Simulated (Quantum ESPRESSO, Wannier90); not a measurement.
# Wannierisation of ZrN (NiAs type)

Cell from Materials Project (mp-1093992), symmetrised, no further relaxation. Not found in the COD (Crystallography Open Database) copy used, which has the formula in other groups; not checked further. Computed values, not measurements, from PBEsol: Quantum ESPRESSO (norm-conserving PseudoDojo potentials, cutoff 68 Ry, spinors with spin-orbit coupling) on a Γ-centred 6×6×4 mesh, then Wannier90. Density: 12×12×6 mesh, cold smearing 0.01 Ry.

On the energy scale of pw.x, whose zero is arbitrary, the Fermi level lies at 17.17 eV.

Input w.win:

```
num_bands = 4
num_wann = 4
exclude_bands = 1-4,9-78
spinors = true
num_iter = 1000
conv_tol = 1.0e-6
conv_window = 4
write_hr = true
write_u_matrices = true
auto_projections = true
begin unit_cell_cart
ang
    3.1872497973    0.0000000000    0.0000000000
   -1.5936248986    2.7602392926    0.0000000000
    0.0000000000    0.0000000000    5.4901700000
end unit_cell_cart
begin atoms_frac
Zr   0.3333333333 -0.3333333333  0.2500000000
Zr  -0.3333333333  0.3333333333 -0.2500000000
N    0.0000000000  0.0000000000  0.0000000000
N    0.0000000000  0.0000000000  0.5000000000
end atoms_frac
mp_grid = 6 6 4
begin kpoints
0.0000000000 0.0000000000 0.0000000000
0.0000000000 0.0000000000 0.2500000000
0.0000000000 0.0000000000 0.5000000000
... (141 more lines: the 6x6x4 mesh through Gamma)
end kpoints
```

Input of pw2wannier90.x that gives the overlap and projection files (equivalent; here they were cut from one run over all bands):

```
&inputpp
  outdir = './out'
  prefix = 'pwscf'
  seedname = 'w'
  write_amn = .true.
  write_mmn = .true.
  scdm_proj = .true.
  scdm_entanglement = 'isolated'
/
```

Output w.wout (banner and timings cut):

```
                                    ------
                                    SYSTEM
                                    ------

                              Lattice Vectors (Ang)
                    a_1     3.187250   0.000000   0.000000
                    a_2    -1.593625   2.760239   0.000000
                    a_3     0.000000   0.000000   5.490170

                   Unit Cell Volume:      48.30017  (Ang^3)

                        Reciprocal-Space Vectors (Ang^-1)
                    b_1     1.971350   1.138160  -0.000000
                    b_2     0.000000   2.276319   0.000000
                    b_3     0.000000  -0.000000   1.144443

 *----------------------------------------------------------------------------*
 |   Site       Fractional Coordinate          Cartesian Coordinate (Ang)     |
 +----------------------------------------------------------------------------+
 | zr   1   0.33333  -0.33333   0.25000   |    1.59362  -0.92008   1.37254    |
 | zr   2  -0.33333   0.33333  -0.25000   |   -1.59362   0.92008  -1.37254    |
 | n    1   0.00000   0.00000   0.00000   |    0.00000   0.00000   0.00000    |
 | n    2   0.00000   0.00000   0.50000   |    0.00000   0.00000   2.74508    |
 *----------------------------------------------------------------------------*
                                ------------
                                K-POINT GRID
                                ------------

             Grid size =  6 x  6 x  4      Total points =  144

 *---------------------------------- MAIN ------------------------------------*
 |  Number of Wannier Functions               :                 4             |
 |  Number of Objective Wannier Functions     :                 4             |
 |  Number of input Bloch states              :                 4             |
 |  Output verbosity (1=low, 5=high)          :                 1             |
 |  Timing Level (1=low, 5=high)              :                 1             |
 |  Optimisation (0=memory, 3=speed)          :                 3             |
 |  Length Unit                               :               Ang             |
 |  Post-processing setup (write *.nnkp)      :                 F             |
 |  Using Gamma-only branch of algorithms     :                 F             |
 *----------------------------------------------------------------------------*
 *------------------------------- WANNIERISE ---------------------------------*
 |  Total number of iterations                :              1000             |
 |  Number of CG steps before reset           :                 5             |
 |  Trial step length for line search         :             2.000             |
 |  Convergence tolerence                     :         0.100E-05             |
 |  Convergence window                        :                 4             |
 |  Iterations between writing output         :                 1             |
 |  Iterations between backing up to disk     :               100             |
 |  Write r^2_nm to file                      :                 F             |
 |  Write xyz WF centres to file              :                 F             |
 |  Write on-site energies <0n|H|0n> to file  :                 F             |
 |  Use guiding centre to control phases      :                 F             |
 |  Use phases for initial projections        :                 F             |
 *----------------------------------------------------------------------------*
 *-------------------------------- PLOTTING ----------------------------------*
 |  Plotting Hamiltonian in WF basis          :                 T             |
 *----------------------------------------------------------------------------*

       ... (k-mesh section left out)

 Starting a new Wannier90 calculation ...

 Reading overlaps from w.mmn

 Reading projections from w.amn

 *------------------------------- WANNIERISE ---------------------------------*
 +--------------------------------------------------------------------+<-- CONV
 | Iter  Delta Spread     RMS Gradient      Spread (Ang^2)            |<-- CONV
 +--------------------------------------------------------------------+<-- CONV

 ------------------------------------------------------------------------------
 Initial State
  WF centre and spread    1  (  1.594593, -0.919975,  1.371281 )     0.90370802
  WF centre and spread    2  ( -1.594593,  0.919975, -1.371281 )     0.90370802
  WF centre and spread    3  ( -1.592447, -0.919682,  1.373062 )     0.97268114
  WF centre and spread    4  ( -1.594803,  0.919682, -1.373062 )     0.97268114
  Sum of centres and spreads ( -3.187250,  0.000000,  0.000000 )     3.75277832

      0     0.375E+01     0.0000000000        3.7527783163  <-- CONV
        O_D=      0.1299012 O_OD=      0.0720140 O_TOT=      3.7527783 <-- SPRD
 ------------------------------------------------------------------------------
      1    -0.176E+00     0.2266607674        3.5763401264  <-- CONV
        O_D=      0.0097714 O_OD=      0.0157057 O_TOT=      3.5763401 <-- SPRD
      2    -0.103E-01     0.0924781622        3.5660790945  <-- CONV
        O_D=      0.0045754 O_OD=      0.0106406 O_TOT=      3.5660791 <-- SPRD
      3    -0.127E-02     0.0355611251        3.5648140482  <-- CONV
        O_D=      0.0040290 O_OD=      0.0099219 O_TOT=      3.5648140 <-- SPRD
      4    -0.153E-03     0.0130179781        3.5646610472  <-- CONV
        O_D=      0.0039993 O_OD=      0.0097986 O_TOT=      3.5646610 <-- SPRD
      5    -0.426E-04     0.0065442683        3.5646184891  <-- CONV
        O_D=      0.0039874 O_OD=      0.0097680 O_TOT=      3.5646185 <-- SPRD
       ... (lines left out)
     10    -0.226E-06     0.0005058529        3.5645996434  <-- CONV
        O_D=      0.0039806 O_OD=      0.0097559 O_TOT=      3.5645996 <-- SPRD
     11    -0.489E-07     0.0002430312        3.5645995945  <-- CONV
        O_D=      0.0039806 O_OD=      0.0097559 O_TOT=      3.5645996 <-- SPRD
     12    -0.130E-07     0.0001246251        3.5645995814  <-- CONV
        O_D=      0.0039805 O_OD=      0.0097560 O_TOT=      3.5645996 <-- SPRD
             <<<     Delta < 1.000E-06  over  4 iterations     >>>
             <<< Wannierisation convergence criteria satisfied >>>
 Final State
  WF centre and spread    1  (  1.593625, -0.920080,  1.372542 )     0.89114997
  WF centre and spread    2  ( -1.593625,  0.920080, -1.372542 )     0.89114997
  WF centre and spread    3  ( -1.593625, -0.920080,  1.372543 )     0.89114983
  WF centre and spread    4  ( -1.593625,  0.920080, -1.372543 )     0.89114983
  Sum of centres and spreads ( -3.187250,  0.000000,  0.000000 )     3.56459959

         Spreads (Ang^2)       Omega I      =     3.550863086
        ================       Omega D      =     0.003980540
                               Omega OD     =     0.009755956
    Final Spread (Ang^2)       Omega Total  =     3.564599581
```
